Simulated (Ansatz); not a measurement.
# Sn3PbS4: phonons across the zone

Method: Ansatz 0.2.0, DFT PBE, scalar-relativistic, plane waves, PAW. Cutoff 420 eV, 8×8×4 k-points (Γ-centred), Gaussian smearing of 0.01 eV. No spin polarisation. Phonons by linear response, acoustic sum rule imposed.

The cell, relaxed at this level:
```
CELL_PARAMETERS angstrom
4.16601 0.00000 0.00000
0.00000 4.16601 0.00000
0.00000 0.00000 11.78150
ATOMIC_POSITIONS crystal
Sn 0.00000 0.00000 0.75201
Sn 0.50000 0.50000 0.00000
Sn 0.00000 0.00000 0.24799
Pb 0.50000 0.50000 0.50000
S 0.00000 0.00000 0.00000
S 0.50000 0.50000 0.24556
S 0.00000 0.00000 0.50000
S 0.50000 0.50000 0.75444
```

The structure comes from a generated guess, relaxed at this level; another structure or a mixture of phases may lie lower. Spin–orbit coupling is left out, which matters for heavy elements. The q mesh is coarse, so values between its points are rough.

Force constants from linear response on a 2×2×1 q mesh.

Path: Γ–X–M–Γ–Z–R–A–Z | X–R | M–A. Only the points of the 2×2×1 mesh were computed; the rest is interpolation, which is rough on so few points. At q = (0.000, 0.000, 0.000) a computed mode is imaginary, 99i cm⁻¹, so the cell is unstable at this level. Distance along the path (Å⁻¹), then the branches (cm⁻¹, negative for imaginary):
```
0.000  -100 -78 -78 -36 -36 -33 -33 0 0 0 38 38 43 49 49 66 66 84 95 103 114 114 186 209
0.189  -93 -52 -31 17 17 22 34 36 37 44 51 51 61 74 76 86 92 93 100 103 131 137 187 209
0.377  -75 24 33 42 44 48 52 54 63 75 79 101 108 108 110 124 129 131 138 147 166 180 189 212
0.566  -51 44 46 53 55 55 57 58 69 95 106 106 124 125 151 161 162 169 179 184 194 199 205 227
0.754  -37 48 53 54 58 58 58 60 69 102 108 116 130 132 166 174 174 174 190 198 205 208 212 238
0.943  -44 47 49 53 56 56 57 58 68 96 105 106 124 125 154 162 163 168 181 183 196 199 205 227
1.131  -58 24 42 44 47 50 54 55 66 67 76 101 104 107 124 132 134 141 142 146 170 183 185 209
1.320  -70 -70 -70 -25 -25 -4 14 42 54 57 65 80 84 89 96 96 102 104 107 107 141 146 179 202
1.508  -94 -94 -74 -58 -58 -53 -53 40 51 51 64 73 73 80 88 88 88 94 95 95 127 127 177 200
1.775  -68 -50 -45 17 35 39 39 42 56 60 65 87 94 98 102 102 111 113 113 117 153 155 180 203
2.041  -67 36 39 41 47 60 61 64 66 66 67 100 105 107 124 128 130 136 137 142 174 177 187 209
2.308  -87 -24 23 33 33 37 41 44 48 50 56 72 82 88 96 99 99 104 105 108 146 148 187 209
2.575  -100 -78 -78 -36 -36 -33 -33 0 0 0 38 38 43 49 49 66 66 84 95 103 114 114 186 209
2.641  -93 -78 -78 -36 -36 -33 -33 7 7 13 37 37 45 49 49 66 66 83 94 103 114 114 182 209
2.708  -78 -78 -75 -36 -36 -32 -32 13 13 26 34 34 50 50 51 66 66 79 93 106 114 114 171 209
2.775  -78 -78 -52 -37 -37 -31 -31 19 19 30 30 44 51 51 62 66 66 72 90 111 114 114 156 209
2.841  -78 -78 -42 -37 -37 -30 -30 25 25 25 25 51 51 56 66 66 66 71 86 114 114 117 145 210
3.030  -52 -40 -35 15 20 30 36 41 50 52 54 68 69 72 75 83 85 90 96 119 131 138 146 209
3.218  -26 27 40 43 46 49 50 60 79 84 93 95 98 109 117 124 129 134 136 147 154 165 185 209
3.407  17 48 49 51 54 56 57 67 96 102 107 112 119 127 145 151 161 163 180 185 187 194 212 222
3.595  26 50 54 55 57 58 59 69 103 104 112 121 127 131 146 166 174 175 192 200 201 205 215 235
3.784  24 49 50 54 54 56 58 67 98 102 107 111 120 126 144 154 163 163 181 185 188 195 210 223
3.973  18 26 38 46 47 48 56 58 77 85 91 97 98 116 125 133 133 134 144 146 155 170 189 205
4.161  -69 -68 -29 -27 -4 11 20 54 55 66 74 74 87 90 94 102 103 107 107 116 140 140 148 201
4.349  -93 -93 -60 -60 -52 -52 26 53 53 54 70 72 72 73 88 88 93 94 94 114 126 126 138 200
4.616  -49 -46 -6 21 32 34 40 58 60 68 79 81 95 98 102 110 113 113 117 119 143 155 156 202
4.883  -21 34 36 48 49 59 63 67 75 78 87 95 96 114 127 128 131 136 137 142 152 177 178 207
5.149  -37 -23 19 28 38 39 42 53 57 59 73 79 83 83 88 97 98 105 108 120 146 147 149 209
5.416  -78 -78 -42 -37 -37 -30 -30 25 25 25 25 51 51 56 66 66 66 71 86 114 114 117 145 210
5.449  -34 48 53 54 57 58 58 60 71 102 108 116 130 132 166 174 174 174 190 198 205 208 212 238
5.516  6 49 53 54 56 57 58 60 79 103 107 117 130 131 166 170 174 174 191 199 205 206 213 237
5.583  27 50 54 54 57 58 59 63 92 104 106 119 129 130 161 166 174 174 191 199 203 205 214 236
5.649  27 50 54 54 57 58 59 68 103 105 109 121 128 130 149 166 174 175 192 200 201 205 215 235
5.683  -94 -94 -74 -58 -58 -53 -53 40 51 51 64 73 73 80 88 88 88 94 95 95 127 127 177 200
5.749  -94 -94 -68 -59 -59 -53 -53 42 51 51 64 73 73 79 88 88 89 94 95 95 127 127 173 200
5.816  -93 -93 -59 -59 -53 -53 -48 47 52 52 66 73 73 77 88 88 93 94 94 94 126 126 164 200
5.883  -93 -93 -60 -60 -52 -52 -10 52 52 52 69 72 72 74 88 88 94 94 94 103 126 126 149 200
5.949  -93 -93 -60 -60 -52 -52 26 53 53 54 70 72 72 73 88 88 93 94 94 114 126 126 138 200
```
